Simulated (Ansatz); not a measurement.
All numbers below come from DFT PBE, scalar-relativistic, plane waves, PAW, and for the lanthanide a 4f-in-core norm-conserving potential (Ansatz 0.2.0). Settings: cutoff 690 eV, Γ-centred meshes spaced at most about 0.3 Å⁻¹, and about 0.25 Å⁻¹ or finer for metals (2π included), Gaussian smearing. No spin polarisation in the final relaxations.

These are static total energies at zero pressure.

Compare these two cells of TbC₄, each relaxed at this level.

1. Space group P6/mmm (No. 191), hexagonal, a = 2.673 Å, c = 8.207 Å. Tb has 6 Tb at 2.67 Å and 12 C at 2.68 Å; C has 3 C at 1.54 Å, 6 C at 2.67 Å and 3 Tb at 2.68 Å.

2. Space group I4/mmm (No. 139), tetragonal, a = 6.924 Å, c = 2.648 Å. Around Tb lie 12 C at 2.59–2.67 Å and 2 Tb at 2.65 Å; around C lie 2 C at 1.40 Å, 3 Tb at 2.59–2.67 Å and 2 C at 2.65 Å.

Question: Which form is favoured at zero pressure, and by what margin per atom?

Answer: Cell 2 is lower, by 167 meV/atom. Cell 1 has space group P6/mmm (No. 191), 10.2 Å³/atom and no gap on its mesh; cell 2 has space group I4/mmm (No. 139), 12.7 Å³/atom and no gap. Cell 1 holds C–C nets (shortest 1.54 Å); cell 2 holds C–C chains (shortest 1.40 Å). Even the lower one lies +0.47 eV/atom against the reference forms of the elements (uncorrected), so neither is stable at this level. Both come from invented guesses.

In P6/mmm, I4/mmm an odd number of valence electrons (the lanthanide is held trivalent, its 4f shell in the core) allows no gap without spin; another valence of the lanthanide, a larger cell or a magnetic state could open one. Cells relaxed within their symmetry can be saddle points.

The lanthanide is trivalent by construction, without f bands, f moments or other valences.
